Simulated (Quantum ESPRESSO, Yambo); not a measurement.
## GeO2: DFT and GW levels

```cif
data_Ge2O4
_chemical_formula_sum 'O4 Ge2'
_space_group_name_H-M_alt 'P42/mnm'
_space_group_IT_number 136
_space_group_name_Hall '-P 4n 2n'
_cell_length_a 4.42338
_cell_length_b 4.42338
_cell_length_c 2.88340
_cell_angle_alpha 90.000
_cell_angle_beta 90.000
_cell_angle_gamma 90.000
loop_
_atom_site_label
_atom_site_type_symbol
_atom_site_symmetry_multiplicity
_atom_site_Wyckoff_symbol
_atom_site_fract_x
_atom_site_fract_y
_atom_site_fract_z
_atom_site_occupancy
O1 O 4 f 0.30634 0.30634 0.00000 1
Ge1 Ge 2 a 0.00000 0.00000 0.00000 1
```

Cell and atoms were relaxed with PBEsol from Materials Project entry mp-1072104, within its symmetry.

Starting point: PBE (stringent potentials; Quantum ESPRESSO, PseudoDojo norm-conserving, 124 Ry, without SOC). G0W0 in Yambo: 4×4×4 Γ-centred k mesh, bands 9 to 212 and a 12 Ry block in the screening, 212 bands in G with the Bruneval-Gonze terminator, plasmon pole fitted at 27.2 eV.

```yaml
PBE gap along the band path: 1.68 eV
PBE gap between the mesh's edge points (Γ → Γ): 1.68 eV
G0W0 gap between the same points: 3.37 eV
```

| k point | band | E PBE (eV) | E QP (eV) | shift (eV) | Z |
|---|---|---|---|---|---|
| Γ | VB | 0.00 | -0.87 | -0.87 | 0.79 |
| Γ | CB | 1.68 | 2.50 | 0.82 | 0.83 |
| R | VB | -1.38 | -2.20 | -0.83 | 0.80 |
| R | CB | 6.25 | 7.75 | 1.49 | 0.82 |
| M | VB | -1.47 | -2.55 | -1.08 | 0.79 |
| M | CB | 4.81 | 6.05 | 1.24 | 0.83 |
| A | VB | -1.15 | -2.17 | -1.02 | 0.79 |
| A | CB | 4.56 | 5.75 | 1.19 | 0.83 |

Energies count from the PBE valence-band maximum.

Nearest settings tried, and what they do to the gap: 123 bands in G: +12 meV; 123 bands in W, 123 bands in G: +63 meV; 7 Ry block (137 vectors against 275): -136 meV. Not varied: mesh. So the settings aren't converged at that level.

Spin-orbit splittings are left out.
